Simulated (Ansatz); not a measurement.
**Mo (hcp): energy against volume**

Method: DFT, BLYP, plane waves (420 eV) with PAW, scalar-relativistic (Ansatz). (PAW data from PBE, frozen cores regenerated.)

The cell is scaled uniformly from the relaxed one, with fractional coordinates and shape fixed. Energies are extrapolated to zero smearing, pressures are those at the given smearing. Magnetic state: spin not included.

A Birch-Murnaghan fit gives V₀ = 16.76 Å³/atom, B₀ = 215 GPa, B₀′ = 4.2.

(1) What are the energy above the minimum and the pressure at 14.764 Å³/atom?

(2) What are the energy above the minimum and the pressure at 18.119 Å³/atom?

(3) What are the energy above the minimum and the pressure at 18.790 Å³/atom?

Answers

(1) 198.7 meV/atom and 35.79 GPa as computed.

(2) 64.8 meV/atom and -13.98 GPa as computed.

(3) 135.4 meV/atom and -19.00 GPa as computed.
